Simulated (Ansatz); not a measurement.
One crystal and one scan (scan of one atom of the cell) at two levels, PBE (plane waves to 420 eV, PAW, scalar-relativistic; Ansatz, a first-principles code) and r2SCAN (plane waves to 500 eV, PAW, scalar-relativistic; Ansatz), each from its own relaxed cell and on its own mesh.

The crystal is ZnSe (zinc blende); one Se atom of a 4-atom cell moves by s along Cartesian [111], with its periodic images.

The energy includes the smearing's −TS. ZnSe was relaxed with its symmetry unable to fall. (PBE) Left out: 1 of 11 points, with atoms too close for the PAW data. (r2SCAN) Left out: 1 of 11 points, with atoms too close for the PAW data. Both scans cover s from -0.740 to 0.592 Å.

```tsv
quantity	run 1	run 2
Lattice constant a (Å)	5.665	5.733
Band gap of the relaxed cell, no spin-orbit coupling (eV)	1.87	1.15
Energy at s = 0.592 Å (meV/cell)	2592	2316
Force along the line at s = -0.740 Å (eV/Å)	0.931	0.824
Force constant k = d²E/ds² at s = 0 (finite differences) (eV/Å²)	6.42	5.79
```

Problem. Which run is which level?

Solution. Run 2 is PBE, run 1 is r2SCAN. PBE gives the higher value for: lattice constant a. PBE gives the lower value for: band gap of the relaxed cell, no spin-orbit coupling; energy at s = 0.592 Å; force along the line at s = -0.740 Å; force constant k = d²E/ds² at s = 0. Both give the same symmetry of the curve: not even: the positive side lies higher at ±0.592 Å. Neither level is exact: the differences show how much the result hangs on the functional.

(A displaced cell: forces are minus the slopes of the energy, force constants its curvatures, and phonons follow from these.)
